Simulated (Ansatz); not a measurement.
LuSe, DFT, PBEsol, PAW with Ansatz's default frozen-core files, scalar-relativistic (Ansatz 0.2.0), on 1 thread of Arm Neoverse V1 (shared host).

Command: `ansatz run input.yaml --threads 1 --pin off --max-ram 2048MiB --backend cpu --events-out ev --progress --plain --runs-dir out`

```yaml
crystal:
  lattice:
    - [0.0, 2.7972694992, 2.7972694992]
    - [2.7972694992, 0.0, 2.7972694992]
    - [2.7972694992, 2.7972694992, 0.0]
  atoms:
    - { symbol: Lu, position: [0.0, 0.0, 0.0] }
    - { symbol: Se, position: [0.5, 0.5, 0.5] }
kpoints:
  mp_grid: { grid: [11, 11, 11] }
scf:
  occupations: { method: fermi_dirac, width: 0.05 }
hamiltonian:
  xc: pbesol
  pseudopotentials: { kind: paw }
output:
  forces: true
  stress: true
relax:
  f_tol: 0.01
  max_steps: 30
```

(1) How large is the problem that the program sets up?

(2) About how long does it take?

Answers

(1) 56 irreducible k-points, 869 plane waves at Γ, 25 bands.

(2) 4 s of wall time for 7 SCF iterations over 1 geometries. Times on shared machines scatter by tens of per cent.
